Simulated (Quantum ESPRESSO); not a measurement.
```
TiS2
1.0
    3.35240     0.00000     0.00000
   -1.67620     2.90326     0.00000
    0.00000     0.00000    15.80000
S Ti
2 1
Direct
  0.33333   0.66667   0.90997
  0.66667   0.33333   0.09003
  0.00000   0.00000   0.00000
```

The layer was cut from Materials Project entry mp-1062030 and relaxed with PBEsol in a cell 15.8 Å high, with the Coulomb interaction truncated along z.

Task: What does norm-conserving PBEsol (Quantum ESPRESSO, 84 Ry, no spin-orbit coupling) give for the electronic structure near the Fermi level?

Result: At this level the gap is closed or nearly so: along the path the highest valence and lowest conduction bands touch, or overlap by less than 0.6 eV, a zero-gap or semimetallic result; the valence top lies at Γ, the conduction bottom at M, 0.14 eV lower. Semilocal functionals close the gaps of some narrow-gap semiconductors, so this alone doesn't show that the compound has none.
